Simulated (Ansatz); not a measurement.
# Random displacements in AlGa3N4

Method: Ansatz, DFT PBEsol, scalar-relativistic, plane waves, PAW. The runs took a 420 eV cutoff, a Γ-centred 6×6×6 mesh and Gaussian smearing (0.05 eV). No spin polarisation. Energies are free energies at this smearing, counted from the undisturbed cell; pressure is positive in compression.

The undisturbed cell (as given, not relaxed at this level, and it needn't be the usual structure):

```xyz
8
Lattice="4.4717 0.0000 0.0000 0.0000 4.4717 0.0000 0.0000 0.0000 4.4717" Properties=species:S:1:pos:R:3 pbc="T T T"
Al    0.0000    0.0000    0.0000
Ga    2.2358    2.2358    0.0000
Ga    2.2358    0.0000    2.2358
Ga    0.0000    2.2358    2.2358
N     3.3793    3.3793    1.0924
N     3.3793    1.0924    3.3793
N     1.0924    3.3793    3.3793
N     1.0924    1.0924    1.0924
```

The atoms are displaced (Å, in the unstrained cell):

```
atom ux uy uz
 Al1   0.102  -0.030   0.028
 Ga2  -0.105   0.021   0.117
 Ga3   0.035   0.179  -0.152
 Ga4   0.156  -0.103   0.082
  N5   0.085   0.003   0.055
  N6  -0.153   0.096  -0.290
  N7   0.018  -0.229   0.052
  N8  -0.138   0.063   0.107
```

Strain (Voigt, engineering shear): (0.0078, -0.0115, 0.0058, 0.0054, -0.0254, -0.0006).

Problem. What are the energy change, the stress and the forces?

Solution. ΔE = 431.8 meV/atom; stress (xx, yy, zz, yz, xz, xy; compression positive) (10.51, 13.04, 13.47, 6.39, 7.83, 1.40) GPa; gap on the mesh 1.51 eV.
```csv
atom,Fx (eV/Å),Fy,Fz
Al1,-2.19,-0.90,-1.40
Ga2,3.61,-0.56,0.03
Ga3,-0.42,-4.84,-0.47
Ga4,-4.80,2.86,1.16
N5,-0.99,0.17,-0.92
N6,2.70,1.01,5.90
N7,-0.39,5.06,0.21
N8,2.48,-2.80,-4.50
```

Cost: 1 run of about 0.64 core-minutes, on Arm Neoverse V1 (shared hosts).